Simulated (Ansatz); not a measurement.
According to DFT-r²SCAN+D4 in the program Ansatz with PAW potentials, Bi2HSe3 in the trigonal phase (R3m; Pearson symbol hR6) relaxes to a = 4.496 Å, c = 27.480 Å. Se on 3a has 6 nearest neighbours from 2.98 Å (octahedral); Bi on 3a has 6 nearest neighbours from 2.97 Å (octahedral). Its formation energy from the elements is -0.15 eV/atom, with no fitted shifts.

Electronic character: metallic (no gap).

Bader charges are Se -0.84 to -0.36, Bi +0.93 to +1.01, H -0.02 e.

The start of the workflow was typed in or built on a structure type; neither database checked (COD, Materials Project) lists it. Its standing as an ambient phase is unchecked. The cell was relaxed with r²SCAN+D4 under the symmetry of its start; its stability against distortions is not shown here. With an odd number of electrons in the cell and no spin polarisation, the count alone makes it a metal. The references are the lowest solids computed at this level, not always the standard phases (solids in place of the gases). Spin–orbit coupling is left out wherever it is not named.

Potentials: the later of the program's two PAW sets.
